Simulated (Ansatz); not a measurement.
BP (zinc blende, F-43m), a = 4.5202 Å, b = 4.5202 Å, c = 4.5202 Å, α = 90.00°, β = 90.00°, γ = 90.00°; the cell used has 2 atoms.

Relaxed with PBEsol.

Q: Give the optical modes at the zone centre with their infrared activity from DFPT, plane-wave PAW PBEsol (Ansatz code).

A: Transverse frequencies, without the LO–TO term; a row sums one degenerate level.

```csv
ω (cm⁻¹),degeneracy,IR ((D/Å)²/amu),activity,symmetry
811,3,2.74,IR,T2
```

Q: How high does the top mode go among those that the LO–TO term moves?

A: 817 cm⁻¹ for q along x.

The PBEsol relaxation kept the symmetry of its start.

Potentials: the earlier of the program's two PAW sets. The files were generated under PBE; for other functionals the program regenerates the frozen cores, and for LDA and PBEsol the local potential too.
